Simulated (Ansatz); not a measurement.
TiO2: hydrostatic pressure series

All numbers below come from Ansatz 0.2.0, DFT r2SCAN, scalar-relativistic, plane waves, PAW. Run with 500 eV cutoff, 6×4×6 k-mesh, Gaussian smearing of 0.02 eV, no spin polarisation.

Reference structure (relaxed):

```xyz
12
Lattice="4.5449 0.0000 0.0000 0.0000 5.5137 0.0000 0.0000 0.0000 4.8941" Properties=species:S:1:pos:R:3 pbc="T T T"
Ti    2.2725    3.7256    3.6706
Ti    0.0000    4.5450    1.2235
Ti    2.2725    1.7881    1.2235
Ti    0.0000    0.9687    3.6706
O     3.3128    3.4087    0.3957
O     1.0403    4.8618    4.4984
O     3.5046    4.8618    2.8428
O     1.2321    3.4087    2.0513
O     3.3128    2.1050    2.8428
O     1.0403    0.6519    2.0513
O     3.5046    0.6519    0.3957
O     1.2321    2.1050    4.4984
```

Cell and atoms are relaxed at each pressure within the symmetry of the start, at zero temperature, so transitions that lower the symmetry aren't seen. The k-mesh given is that at zero pressure and may differ at others. a, b and c are the lengths of the cell vectors above. Gaps are generalised Kohn–Sham gaps over the whole zone.

```csv
P (GPa),V (Å³/atom),V/V0,a (Å),b (Å),c (Å)
-1,10.27,1.004,4.552,5.524,4.899
0,10.22,1.000,4.545,5.514,4.894
1,10.18,0.996,4.539,5.504,4.888
4,10.05,0.983,4.523,5.475,4.870
12,9.74,0.953,4.482,5.408,4.824
25,9.33,0.912,4.432,5.311,4.754
```

(1) What bulk modulus and pressure derivative fit these points?

(2) Which cell vector or vectors give way most up to 25 GPa?

(3) What does pressure do to the gap?

Answers

(1) A third-order Birch–Murnaghan fit gives B0 = 230 GPa and B0' = 3.7.

(2) b: the changes are a -2.5 %, b -3.7 %, c -2.9 %.

(3) The gaps are 3.03 eV at -1 GPa, 3.05 eV at 0 GPa, 3.06 eV at 1 GPa, 3.10 eV at 4 GPa, 3.21 eV at 12 GPa, 3.33 eV at 25 GPa.

This form isn't the usual stable structure of the compound.

Cost: 6 runs of about 10 core-minutes in all, on AMD EPYC 9R45 (Zen 5) (shared hosts).